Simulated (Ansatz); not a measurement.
The relaxed structure here is a generated cell of Y2Si: the first start was made by placing the elements on the sites of a structure type, and the end was not matched to a known phase here, so it may be hypothetical.

The start is a generated cell, Y2Si placed in the AFLOW prototype AB2_cF12_225_a_c (C1, as in CaF2). A full variable-cell relaxation at zero pressure is run with r2SCAN (plane waves to 500 eV, PAW, scalar-relativistic; Ansatz, a quantum-chemistry and plane-wave program). The first steps use a coarse 6×6×6 k-mesh.

Initial structure:
```
Y2Si
1.0
    0.00000     3.35543     3.35543
    3.35543     0.00000     3.35543
    3.35543     3.35543     0.00000
Si Y
1 2
Cartesian
  0.00000   0.00000   0.00000
  1.67771   1.67771   1.67771
  5.03314   5.03314   5.03314
```

Problem. How large is the pressure on the unrelaxed cell, and of which sign?

Solution. +5 GPa (positive: the cell is compressed).

Problem. By how much does the energy per atom fall from start to end?

Solution. 0.03 eV/atom.

Problem. How does the volume change?

Solution. +6.8 %, from 25.19 to 26.89 Å³/atom.

Problem. How do the shortest distances between atoms change?

Solution. The closest pairs of elements (up to four, under 3.6 Å), start → end: Si–Y 2.91 → 2.97 Å; Y–Y 3.36 → 3.43 Å.

Problem. What band gap does the relaxed structure have at this level?

Solution. No gap (metallic).

Problem. Write out the relaxed structure.

Solution. 
Space group Fm-3m (No. 225); a = 6.8587 Å, b = 6.8587 Å, c = 6.8587 Å, α = 90.00°, β = 90.00°, γ = 90.00°

```csv
atom,site,symmetry,x,y,z
Si,4a,m-3m,0.0000,0.0000,0.0000
Y,8c,-43m,0.2500,0.2500,0.2500
```
(The calculation used a cell of 3 atoms; values per cell refer to that cell.)

The space group stays Fm-3m (No. 225) (the run could not lower it); the end is AFLOW prototype AB2_cF12_225_a_c (C1, as in CaF2), with 3 atoms in the primitive cell. Final values are on a 12×12×12 k-mesh of the relaxed cell. No spin polarisation in the result.

The run could not lose the symmetry of its start; a randomly shaken copy of 6 atoms returns to this structure.

All atoms sit on sites fixed by symmetry, so only the cell could relax.
